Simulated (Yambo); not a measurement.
Sr₂WZnO₆ (space group Fm-3m, No. 225), G0W0@PBEsol in Yambo with this input:

```
rim_cut
gw0
dyson
el_el_corr
HF_and_locXC
ppa
em1d
RandQpts= 1000000
RandGvec= 1 Ry
EXXRLvcs= 84 Ry
VXCRLvcs= 336 Ry
Chimod= "HARTREE"
% BndsRnXp
 6 | 211 |
%
NGsBlkXp= 7 Ry
% LongDrXp
 1.0 | 1.0 | 1.0 |
%
PPAPntXp= 27.2114 eV
% GbndRnge
 1 | 211 |
%
GTermKind= "BG"
DysSolver= "n"
ExtendOut
```

On a 2×2×2 mesh, with wavefunctions cut at 84 Ry, the gap (L → X) is 4.802 eV and the valence edge shifts by -0.713 eV.

Task: What happens with this change: 110 bands in W?

Result: The gap rises by 0.206 eV, to 5.008 eV; the shift of the valence edge becomes -0.705 eV. Neither run is shown to be the converged limit. In the run with 211 bands and a 7 Ry block, which covers more k points, the smallest G0W0 gap is 4.59 eV, Γ → X.

Spin-orbit coupling is not included.

Geometry of the Materials Project entry, not relaxed at this level; primitive cell a = b = c = 5.7071 Å, α = β = γ = 60.00°.

A shift is the quasiparticle energy of the state minus its PBEsol energy.
